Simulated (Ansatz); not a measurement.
# A strain series on MoS2 (2H-MoS2 type): isotropic on every length

MoS2 built on the 2H-MoS2 prototype, relaxed with r2SCAN+rVV10 in Ansatz, then strained (isotropic on every length; changes of length per length, axes as in the cell below) with the atoms relaxed again within the symmetry that is left. Space group P6_3/mmc (No. 194), hexagonal; conventional cell a = 3.173 Å, c = 12.436 Å, 18.07 Å³ an atom. Mo is surrounded by 6 S at 2.40 Å; S is surrounded by 3 Mo at 2.40 Å. (Simulation; no magnetic order is allowed.)

```
Mo S
1.0
     3.17302    0.00000    0.00000
    -1.58651    2.74792    0.00000
     0.00000    0.00000   12.43590
Mo S
2 4
Cartesian
  0.0000 1.8319 3.1090
  1.5865 0.9160 9.3269
  1.5865 0.9160 4.6647
  1.5865 0.9160 1.5532
  0.0000 1.8319 10.8826
  0.0000 1.8319 7.7712
```

Gaps are the least over each mesh (PBE 12×12×2, r2SCAN 12×12×2, r2SCAN+SOC 12×12×2, HSE06 6×6×2 when unstrained) and the special points, which keep their unstrained names.

```
strain (%)  gap, PBE (eV)  gap, r2SCAN (eV)  gap, r2SCAN+SOC (eV)  gap, HSE06 (eV)    edges, HSE06
      -4.0          0.699             0.813                 0.808            1.227  Γ → Γ–K (0.54)
      -3.0          0.770             0.883                 0.878            1.310  Γ → Γ–K (0.54)
      -2.0          0.832             0.942                 0.937            1.381  Γ → Γ–K (0.54)
      -1.0          0.884             0.992                 0.986            1.441  Γ → Γ–K (0.53)
       0.0          0.927             1.032                 1.026            1.477           Γ → K
      +1.0          0.861             0.922                 0.916            1.308           Γ → K
      +2.0          0.716             0.772                 0.766            1.145           Γ → K
      +3.0          0.574             0.625                 0.620            0.986           Γ → K
      +4.0          0.439             0.485                 0.480            0.832           Γ → K
```

Between zero and the nearest strains the slope of the HSE06 gap against strain is +0.036 eV per percent for negative and -0.169 for positive strain. With r2SCAN+SOC the edges change from Γ → K (indirect) to Γ → H (indirect) between +3.0 and +4.0 %.

Only the levels marked +SOC include spin-orbit coupling.

Where an edge lies off the special points, it is a point of the mesh or the k point where a search put PBE's edge or least direct gap, reused for the other functionals, whose own edges may lie a little apart.

The meshes of the hybrids are coarse, so their gaps aren't converged to the digits shown.
